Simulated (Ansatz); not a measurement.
**MnCl₂ (R-3m)**

Computed with Ansatz (plane waves, PAW): r²SCAN+U, U_eff = 3.0 eV (Dudarev form) on Mn d, fully localised double counting, collinear spin, scalar-relativistic, 500 eV, PAW set soft_2 (made for PBE), 6×6×6 mesh, Gaussian smearing of 0.05 eV.

```yaml
crystal:
  lattice:
    - [1.84300, 1.06406, 5.82333]
    - [-1.84300, 1.06406, 5.82333]
    - [0.00000, -2.12811, 5.82333]
  atoms:
    - { symbol: Mn, position: [0.00000, 0.00000, 0.00000] }
    - { symbol: Cl, position: [0.25000, 0.25000, 0.25000] }
    - { symbol: Cl, position: [0.75000, 0.75000, 0.75000] }
```

The structure is that of a cell as deposited in COD, unrelaxed.

Cell and atoms stay fixed. Atoms count from 1 in the text and from 0 in parts of the program's output.

Two runs on this cell converged from different starts. The ends of their outputs, energies left out (λ are the eigenvalues of a shell's occupation matrix):

Run A:

```
Magnetization: 1.0000 μB (15.0000 up, 14.0000 down)
Absolute magnetization: 2.4645 μB (∫|ρ↑−ρ↓|, with the PAW one-centre terms)
Per-site moments (μB) at R_I (Å): [(0.94420, 1.06360), (-0.01242, 1.06360), (-0.01242, 1.06360)]
Fermi energy:    5.617735 eV
--- Forces (eV/Å), atoms counted from 1 ---
  atom   1  Mn     0.00000000     0.00000000     0.00000000
  atom   2  Cl     0.00000000     0.00157762     0.72004823
  atom   3  Cl     0.00000000    -0.00157762    -0.72004823
--- Stress (GPa, compression-positive) ---
       -2.902960       0.000000       0.000000
        0.000000      -3.145221      -0.027607
        0.000000      -0.026677      -3.308987
  P = ⅓ Tr σ = -3.1191 GPa (-31.191 kbar)
--- Löwdin populations: 3 sites ---
  site symbol       q [e]    m [muB]
     0     Mn     13.8137     1.0267
     1     Cl      7.5242    -0.0153
     2     Cl      7.5242    -0.0153
--- Occupation matrices: 1 shell (run DFT+U table (all-electron-ortho-atomic); ε = 2.00e-2, under-converged) ---
  Mn0 d_3D up     Tr n = 3.1640  λ = 0.074 0.097 0.997 0.998 0.998
  Mn0 d_3D dn     Tr n = 2.1512  λ = 0.021 0.056 0.080 0.997 0.997
```

Run B:

```
Magnetization: 5.0000 μB (17.0000 up, 12.0000 down)
Absolute magnetization: 5.0012 μB (∫|ρ↑−ρ↓|, with the PAW one-centre terms)
Per-site moments (μB) at R_I (Å): [(4.55884, 1.06360), (0.06152, 1.06360), (0.06152, 1.06360)]
Fermi energy:    5.953437 eV
--- Forces (eV/Å), atoms counted from 1 ---
  atom   1  Mn     0.00000000     0.00000000     0.00000000
  atom   2  Cl     0.00000000     0.00000000     0.42191648
  atom   3  Cl     0.00000000     0.00000000    -0.42191648
--- Stress (GPa, compression-positive) ---
        0.127950       0.000000       0.000000
        0.000000       0.127950       0.000000
        0.000000       0.000000      -1.192133
  P = ⅓ Tr σ = -0.3121 GPa (-3.121 kbar)
--- Löwdin populations: 3 sites ---
  site symbol       q [e]    m [muB]
     0     Mn     13.7092     4.8064
     1     Cl      7.5719     0.0855
     2     Cl      7.5719     0.0855
--- Occupation matrices: 1 shell (run DFT+U table (all-electron-ortho-atomic); ε = 5.97e-4) ---
  Mn0 d_3D up     Tr n = 4.9898  λ = 0.997 0.997 0.999 0.999 0.999
  Mn0 d_3D dn     Tr n = 0.2184  λ = 0.017 0.018 0.018 0.082 0.082
```

Question: Which run lies higher in energy, by how much, and why?

Answer: Run A, by 827.1 meV/atom. Run A has 5 filled d spin orbitals, 1 more of one spin than of the other, a gap of 3.26 eV and a whole-number cell moment of 1 μB, as a collinear insulator must have; run B has 5 d electrons in filled orbitals, 5 of them unpaired, the high-spin filling, a gap of 4.49 eV and a whole-number cell moment of 5 μB, as a collinear insulator must have. Run A kept 4 symmetry operations, run B 12. Flag on run A: occupations loosely converged. On Mn1, N↑ − N↓ is 1.01 in size in run A against 4.77 in run B: with fewer parallel spins, run A lacks part of the exchange energy behind Hund's first rule. With J = 0 the Hubbard energy is (U/2) Σ λ(1 − λ), a penalty on fractional natural occupations. The sums Σ λ(1 − λ) over the cell's shells are 0.21 for run B and 0.32 for run A, which at U/2 = 1.50 eV give 0.32 and 0.48 eV per cell. Of the difference of 2.48 eV per cell, the Hubbard term gives 0.15 eV and all other terms 2.33 eV, so the Hubbard term itself makes little of it, though U shapes both states. The other terms are taken on each state's own density, so they aren't the result of a run without U.

With one Mn ion in the cell, Mn moments can't oppose each other.

In the lower state the fixed cell carries forces up to 0.42 eV/Å; relaxing would change energies and could change the order of close states.

Run A started from: random orbitals: single harmonics, lower spin (3+2 electrons), moments Mn1 1.00 μB, occupations held for 5 iterations. Run B started from: typed shells with each spin channel wholly full or empty (5+0 electrons), moments Mn1 5.00 μB, occupations held for 5 iterations. At this level the cell was started in 7 ways. Run B holds the lowest state found for this cell, which doesn't make it the ground state. The value of U was drawn from a range and not derived for this compound; another value can change gaps, moments and the order of states. The program marks an occupation table as loosely converged. Gaps are Kohn–Sham gaps over the k-mesh alone and may be smaller between its points.
